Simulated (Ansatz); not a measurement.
# NaF (Fm-3m): from strained cells to moduli

```
CELL_PARAMETERS angstrom
0.00000 2.25178 2.25178
2.25178 0.00000 2.25178
2.25178 2.25178 0.00000
ATOMIC_POSITIONS crystal
Na 0.00000 0.00000 0.00000
F 0.50000 0.50000 0.50000
```

Level of theory, where no other is named: LDA, all-electron LAPW in Ansatz 0.2.0, scalar-relativistic. k mesh 10×10×10, strains of ±0.005, fixed occupations, basis error target 0.5 meV/atom. The cell was relaxed by PAW under this functional, which moved its volume by -9 % from the database entry's.

The cell is cubic and carries a residual pressure of 0.00 GPa at this level. Each strain component that symmetry leaves independent is applied at ±0.005 and ±0.01, the ions relax wherever a strain frees them, and the stress (tension positive, GPa) is read. Shears are engineering strains, γ = 2ε.

| strain | size | σxx | σyy | σzz | σyz | σxz | σxy |
| --- | --- | --- | --- | --- | --- | --- | --- |
| xx | -0.01 | -1.4315 | -0.2550 | -0.2550 | 0.0000 | 0.0000 | 0.0000 |
| xx | -0.005 | -0.6922 | -0.1264 | -0.1264 | 0.0000 | 0.0000 | 0.0000 |
| xx | +0.005 | 0.6464 | 0.1229 | 0.1229 | 0.0000 | 0.0000 | 0.0000 |
| xx | +0.01 | 1.2506 | 0.2436 | 0.2436 | 0.0000 | 0.0000 | 0.0000 |
| yz | -0.01 | 0.0022 | -0.0019 | -0.0019 | -0.2914 | 0.0000 | 0.0000 |
| yz | -0.005 | 0.0002 | -0.0008 | -0.0008 | -0.1457 | 0.0000 | 0.0000 |
| yz | +0.005 | 0.0002 | -0.0008 | -0.0008 | 0.1457 | 0.0000 | 0.0000 |
| yz | +0.01 | 0.0022 | -0.0019 | -0.0019 | 0.2914 | 0.0000 | 0.0000 |

The slope is [8(σ(+δ) − σ(−δ)) − (σ(+2δ) − σ(−2δ))]/(12δ), and the program imposes the crystal's symmetry on the matrix.

What are the independent elastic constants?

C11 = 133.8, C12 = 24.9, C44 = 29.1 GPa.

Do they meet the Born conditions?

C11 − C12 = 108.9, C11 + 2C12 = 183.6 and C44 = 29.1 GPa must all be positive, so the crystal is elastically stable; that says nothing yet of its phonons.

What moduli does a random aggregate of grains have?

B = (C11 + 2C12)/3 = 61.2 GPa. G_V = (C11 − C12 + 3C44)/5 = 39.3 and G_R = 5(C11 − C12)C44/(4C44 + 3(C11 − C12)) = 35.8, so G_H = 37.5 GPa. Then E = 9BG/(3B + G) = 93.5 GPa, ν = (3B − 2G)/(6B + 2G) = 0.246 and B/G = 1.63, on the brittle side of Pugh's 1.75 (a rule of thumb, made for metals; it doesn't predict ductility here).

With the density of 3.053 g/cm³, how fast does sound travel, and what Debye temperature follows?

| direction | slow (m/s) | middle (m/s) | fast (m/s) |
| --- | --- | --- | --- |
| [100] | 3089 | 3089 | 6619 |
| [110] | 3089 | 4222 | 5961 |
| [111] | 3881 | 3881 | 5725 |

The mean of v⁻³ over directions and branches gives v_m = 3854 m/s and θ_D = (ħ/k_B) v_m (6π²n)^(1/3) = 510 K, n being atoms per volume. Young's modulus spans 75 to 126 GPa over directions, and the universal anisotropy index is 0.48.

How far do the constants move if PAW replaces LAPW in the same cell?

```csv
constant,LAPW (GPa),PAW (GPa),difference
C11,133.8,133.1,-0.7
C12,24.9,24.9,0.0
C44,29.1,29.1,0.0
```

What happens at 2 GPa (cell relaxed there)?

The volume falls to 0.9695 of its value, and C11 = 156.1, C12 = 27.9, C44 = 29.1 GPa (slopes of the stress), in this structure whether or not another phase takes over.

Known limits: the frozen-core PAW files of the compared runs were fitted under PBE, their cores solved anew for this functional.
